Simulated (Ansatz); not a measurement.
# What a change of settings does: YZn

First run: DFT, LDA, norm-conserving pseudopotentials, Ansatz's default files, scalar-relativistic (Ansatz 0.2.0).

Command: `ansatz run input.yaml --threads 1 --pin off --max-ram 2048MiB --backend cpu --events-out ev --progress --plain --runs-dir out` It took 19 s on 1 thread of Intel(R) Xeon(R) Platinum 8259CL CPU @ 2.50GHz (Skylake/Cascade Lake), with other jobs on the host, peak memory 0.49 GiB.

```yaml
crystal:
  lattice:
    - [0.0, 2.962987, 2.962987]
    - [2.962987, 0.0, 2.962987]
    - [2.962987, 2.962987, 0.0]
  atoms:
    - { symbol: "Y", position: [0.0, 0.0, 0.0] }
    - { symbol: Zn, position: [0.5, 0.5, 0.5] }
kpoints:
  mp_grid: { grid: [11, 11, 11] }
scf:
  occupations: { method: fermi_dirac, width: 0.05 }
hamiltonian:
  xc: lda
  pseudopotentials: { kind: nc }
output:
  forces: true
  stress: true
  eigenvalues: true
  populations: true
```

The base volume is that of a database entry, with shape and atoms relaxed on PAW files at held volume, so it needn't be at zero pressure; the structure needn't be the stable phase, at rest or compressed.

This run: the series' base cell.

It converges in 8 SCF iterations at a pressure of -4.57 GPa, cutoff 1143 eV.

The input is then changed:

```diff
 kpoints:
-  mp_grid: { grid: [11, 11, 11] }
+  mp_grid: { grid: [11, 11, 11], shift: [0.5, 0.5, 0.5] }
 scf:
   xc: lda
-  pseudopotentials: { kind: nc }
+  pseudopotentials: { kind: paw_fr }
 output:
   populations: true
+magnetization:
+  noncollinear: true
+  spin_orbit: true
```

**Question.** Predict the outcome of the changed run.

**Answer.** It converges in 8 SCF iterations at a pressure of -4.55 GPa, cutoff 420 eV. More than one line changes, and not each need have an effect. Results part of its log:
```
Warning: crystal.symmetry: narrowed to the stabiliser of the k-point mesh — unitary ops 48 → 12, anti-unitary 48 → 12; excluded 72 operations that carry a point of the 11×11×11 mesh (shift [0.5, 0.5, 0.5]) off the mesh (the run samples exactly the mesh kpoints.mp_grid names, as under crystal.symmetry.detect: false, and its converged state has the mesh's symmetry, not the crystal's; ε∞, the Born ch
SCF 1 converged in 8 iterations: F = -6992.622007 eV  dr2 = 2.15e-8
  greatest PAW one-centre occupation: 0.992 electrons in one spin orbital (limit 2), on the Y atom at site 0 (counted from 0), in its partial waves of l = 0
SCF converged after 8 iterations
Magnetization: |M| = 0.0000 μB,  M = (+0.0000, +0.0000, +0.0000) μB
Absolute magnetization: 0.0000 μB (∫|m|)
  site 0: m = (+0.0000, +0.0000, +0.0000) μB, |m| = 0.0000 μB  (R = 1.22 Å)
  site 1: m = (+0.0000, +0.0000, +0.0000) μB, |m| = 0.0000 μB  (R = 1.22 Å)
Free energy (F): -6992.622007 eV
Harris-Foulkes:  -6992.622007 eV  (|F-HF|=1.21e-9)
Internal energy: -6992.602770 eV  (E = F + TS)
E sigma→0 (E₀):  -6992.612389 eV
Entropy (-TS):   -0.019237 eV (-9.619 meV/atom)
Fermi energy:    8.352973 eV
--- Per-component energies (eV) ---
  E_band       = -113.566219
  E_kinetic    = 434.799767
  E_local      = -2454.714942  (includes V_loc(G=0)·N_el)
[... lines left out ...]
  atom   1  Y      0.00000000    -0.00000000     0.00000000
  atom   2  Zn     0.00000000     0.00000000     0.00000000
  max |Σ_I F_I| component: 7.68e-29 eV/Å
--- Stress (GPa, compression-positive) ---
       -4.548360       0.017403       0.017403
        0.017403      -4.548360       0.017403
        0.017403       0.017403      -4.548360
  P = ⅓ Tr σ = -4.5484 GPa (-45.484 kbar)
--- Band table (eV; the first three rows and the last of 146) ---
  k-point 0: bands = ["-34.4214", "-34.4214", "-15.4000", "-15.4000", "-13.9252", "-13.9252", "-13.9230", "-13.9230", "0.9020", "0.9020", "0.9023", "0.9023", "1.2448", "1.2448", "1.2457", "1.2457", "1.2966", "1.2966", "1.9089", "1.9089", "9.8819", "9.8819", "9.9421", "9.9421", "9.9905", "9.9905", "10.8537", "10.8537", "10.8642", "10.8642", "13.0795", "13.0795"]
  k-point 1: bands = ["-34.4206", "-34.4206", "-15.4053", "-15.4053", "-13.9357", "-13.9357", "-13.9259", "-13.9259", "0.9071", "0.9071", "0.9134", "0.9134", "1.2495", "1.2495", "1.2574", "1.2574", "1.3026", "1.3026", "2.0767", "2.0767", "9.5853", "9.5853", "9.8179", "9.8179", "10.0098", "10.0098", "10.3556", "10.3556", "10.7758", "10.7758", "12.9297", "12.9297"]
  k-point 2: bands = ["-34.4186", "-34.4186", "-15.4169", "-15.4169", "-13.9594", "-13.9594", "-13.9313", "-13.9313", "0.9227", "0.9227", "0.9334", "0.9334", "1.2628", "1.2628", "1.2807", "1.2807", "1.3159", "1.3159", "2.4849", "2.4849", "8.8054", "8.8054", "9.4569", "9.4569", "9.5247", "9.5247", "10.4410", "10.4410", "10.8168", "10.8168", "12.4520", "12.4520"]
  k-point 145: bands = ["-34.4131", "-34.4131", "-15.4508", "-15.4508", "-14.0265", "-14.0265", "-13.9451", "-13.9451", "0.9772", "0.9772", "0.9834", "0.9834", "1.3082", "1.3082", "1.3538", "1.3538", "1.3550", "1.3550", "4.7989", "4.7989", "5.6566", "5.6566", "8.4255", "8.4255", "8.4360", "8.4360", "11.6855", "11.6855", "11.7082", "11.7082", "12.3503", "12.3503"]
--- Löwdin populations: 2 sites ---
  site symbol       q [e]
     0      Y     11.3729
     1     Zn     11.1760
  spilling = 0.019614 (of n_electrons = 23.000000)
```
